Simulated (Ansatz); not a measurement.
# Pb$_{2}$O under pressure

All numbers below come from DFT PBEsol, scalar-relativistic, plane waves, PAW in Ansatz. (420 eV cutoff, 8×8×8 k-mesh, Gaussian smearing of 0.10 eV, no spin polarisation)

Starting point, cell and atoms relaxed:

```yaml
crystal:
  lattice:
    - [5.38000, 0.00000, 0.00000]
    - [0.00000, 5.38000, 0.00000]
    - [0.00000, 0.00000, 5.38000]
  atoms:
    - { symbol: Pb, position: [0.25000, 0.25000, 0.25000] }
    - { symbol: Pb, position: [0.75000, 0.75000, 0.25000] }
    - { symbol: Pb, position: [0.25000, 0.75000, 0.75000] }
    - { symbol: Pb, position: [0.75000, 0.25000, 0.75000] }
    - { symbol: O, position: [0.00000, 0.00000, 0.00000] }
    - { symbol: O, position: [0.50000, 0.50000, 0.50000] }
```

Cell and atoms are relaxed at each pressure within the symmetry of the start, at zero temperature, so transitions that lower the symmetry aren't seen. The k-mesh given is that at zero pressure and may differ at others. a, b and c are the lengths of the cell vectors above. ΔH is E + PV over the energy at zero pressure.

Spin–orbit coupling is left out, which can shift energies with elements as heavy as these.

| P (GPa) | V (Å³/atom) | V/V0 | a (Å) | b (Å) | c (Å) | ΔH (eV/atom) |
| --- | --- | --- | --- | --- | --- | --- |
| -3 | 27.60 | 1.063 | 5.491 | 5.491 | 5.491 | -0.500 |
| 0 | 25.95 | 1.000 | 5.380 | 5.380 | 5.380 | 0.000 |
| 3 | 24.71 | 0.952 | 5.293 | 5.293 | 5.293 | 0.473 |
| 8 | 23.13 | 0.891 | 5.178 | 5.178 | 5.178 | 1.218 |
| 15 | 21.58 | 0.831 | 5.059 | 5.059 | 5.059 | 2.193 |
| 30 | 19.38 | 0.747 | 4.881 | 4.881 | 4.881 | 4.102 |
| 60 | 16.87 | 0.650 | 4.660 | 4.660 | 4.660 | 7.471 |

Cost: 7 runs of about 5.9 core-minutes in all, on Arm Neoverse V2 (shared hosts).